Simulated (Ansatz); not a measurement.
CuSnF$_{6}$ in space group R-3 (No. 148; F on 18f, Sn on 3b, Cu on 3a) at seven volumes, PBEsol in the plane-wave PAW code Ansatz, shape and atoms relaxed at each. One row is withheld.

| V (Å³/atom) | P (GPa) |
|---|---|
| 12.611 | 1.94 |
| 13.027 | 1.09 |
| 13.442 | ? |
| 13.858 | 0.01 |
| 14.274 | -0.38 |
| 14.690 | -0.74 |
| 15.105 | -1.05 |

Task: Fit the shown pressures and predict the withheld one.

Result: P = (3/2)B₀(x^(7/2) − x^(5/2))[1 + (3/4)(B′ − 4)(x − 1)] with x = (V₀/V)^(2/3). Least squares on the six rows gives V₀ = 13.863 Å³/atom, B₀ = 15.3 GPa, B′ = 5.82. At V = 13.442, x = 1.0208 and P = 0.52 GPa. The run itself gave 0.51 GPa.

The workflow started from an entry of the Crystallography Open Database (COD), which files this formula under 2 space groups. Its standing as an ambient phase is unchecked. The PBEsol relaxation kept the symmetry of its start; its stability against distortions is not shown here. The run is not spin-polarised. No Hubbard U is applied. Spin–orbit coupling is left out wherever it is not named.

Potentials: the later of the program's two PAW sets.
